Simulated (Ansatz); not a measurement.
# Structures of Li$_{3}$Se: which is lowest?

Plane-wave DFT in Ansatz with scalar-relativistic PAW potentials, cutoff 420 eV, Γ-centred meshes chosen by cell and gap, Gaussian smearing with energies taken to zero width. Every cell was relaxed (cell and atoms) in a run of its own, within the symmetry of its start. Functional: PBE.

Relaxed structures (starts from databases or built by putting these elements on another compound's sites):
A. Pm-3m, 4 atoms in the computed cell, a = 3.925 Å; sites (symmetry × multiplicity) Li 4/mm.m × 3, Se m-3m × 1; start: built
B. P6_3/mmc, 8 atoms in the computed cell, a = 5.945 Å, c = 4.194 Å; sites (symmetry × multiplicity) Li mm2 × 6, Se -6m2 × 2; start: built

Q: Rank them by energy. Could pressure change the order?

A:
```csv
structure,group,E − E(lowest) (meV/atom),V (Å³/atom),gap on mesh (eV)
B,P6_3/mmc,0.0,16.04,0.00
A,Pm-3m,47,15.12,0.00
```

B is lowest, 47 meV/atom under A. A is denser by 0.92 Å³/atom, so pressure favours it: ΔE/ΔV, with ΔE in eV and 1 eV/Å³ = 160.2 GPa, gives about 8 GPa for equal enthalpy if both cells were rigid, a rough figure since the two compress differently. Other structures may lie lower than all of these, and vibrations aren't counted.

Spin polarisation was left out, and a magnetic state may lie lower.